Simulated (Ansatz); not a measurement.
AlB3P4, ordered on the zincblende lattice (R3m) with 8 atoms a cell, relaxed with r2SCAN. The symmetry is R3m (No. 160, trigonal); conventional cell a = 3.353 Å, c = 33.770 Å, 13.70 Å³ an atom. Around B lie 4 P at 1.97–2.03 Å; around B lie 4 P at 1.97–2.04 Å; around Al lie 4 P at 2.22–2.38 Å; around P lie 4 B at 1.97–2.03 Å; around P lie 4 B at 1.97–2.04 Å; around P lie 3 B at 2.04 Å and 1 Al at 2.38 Å; around P lie 1 B at 1.97 Å and 3 Al at 2.22 Å.

3 runs of the plane-wave code Ansatz on this cell differ in the functional (and in the settings that go with it). Levels are in eV from each run's valence top; v1 is the last filled band, c1 the first empty one.

Run A, mean stress -1.1 GPa (compression positive):

| point | v2 | v1 | c1 | c2 |
| --- | --- | --- | --- | --- |
| Γ | 0.00 | 0.00 | 2.35 | 2.47 |
| T | -0.04 | -0.04 | 2.40 | 2.65 |
| H₂ | -4.34 | -4.03 | 1.84 | 2.16 |

Run B, mean stress +1.1 GPa (compression positive):

| point | v2 | v1 | c1 | c2 |
| --- | --- | --- | --- | --- |
| Γ | 0.00 | 0.00 | 1.55 | 1.66 |
| T | -0.04 | -0.04 | 1.58 | 1.84 |
| H₂ | -3.99 | -3.72 | 1.15 | 1.44 |

Run C, mean stress 0.0 GPa (compression positive):

| point | v2 | v1 | c1 | c2 |
| --- | --- | --- | --- | --- |
| Γ | 0.00 | 0.00 | 1.78 | 1.89 |
| T | -0.04 | -0.04 | 1.83 | 2.09 |
| H₂ | -4.16 | -3.91 | 1.38 | 1.70 |

Question: Match the runs to PBE, r2SCAN, HSE06.

Answer: A is HSE06, B is PBE, C is r2SCAN. In order of the gap: PBE 0.02, r2SCAN 0.21, HSE06 0.64 eV. The stress vanishes for r2SCAN, which relaxed the cell.

(Calculated; spin-unpolarised; the phase may be known or hypothetical.)

The program warns that its thresholds are loose for a hybrid's stress.

Gaps or overlaps of about a tenth of an eV are at the limit of these meshes: between the points read a gap can be smaller or closed.
